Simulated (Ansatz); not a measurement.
Relaxed candidate structures of BP:

A. Pnma (No. 62), oP8; a = 6.257 Å, b = 3.215 Å, c = 5.362 Å, α = β = γ = 90.00°; B 4c (0.338, 0.250, 0.101); P 4c (0.161, 0.250, 0.393)

B. F-43m (No. 216), cF8, zinc blende type; a = 4.520 Å, b = 4.520 Å, c = 4.520 Å, α = 90.00°, β = 90.00°, γ = 90.00°; P 4c (0.250, 0.250, 0.250); B 4a (0.000, 0.000, 0.000)

C. P4₂/mnm (No. 136), tP8; a = b = 5.5323 Å, c = 3.1873 Å, α = β = γ = 90.00°; B 4g (0.178, 0.178, 0.500); P 4f (0.319, 0.319, 0.000)

Order them by energy per atom (lowest first) at the level PBEsol (plane waves to 420 eV, PAW, scalar-relativistic; Ansatz, a quantum-chemistry and plane-wave program).

B (reference, the lowest of the structures calculated here), C (+0.147 eV/atom), A (+0.289 eV/atom)

Give each candidate's band gap.

No candidate is metallic. A: 0.59 eV (no spin-orbit coupling); B: 1.11 eV (no spin-orbit coupling); C: 0.26 eV (no spin-orbit coupling).

Each run could gain symmetry but not lose that of its start, so entries can be saddle points. From databases, or of a type measured for this composition: F-43m, cF8, zinc blende type; the others are generated cells (placed on structure types, drawn at random, substituted or restacked) that were not matched to a known phase here. Energies are at zero temperature and pressure, without zero-point motion. Each cell has its own k-point mesh; energy differences are given only to the digits this allows. No spin polarisation in the result.
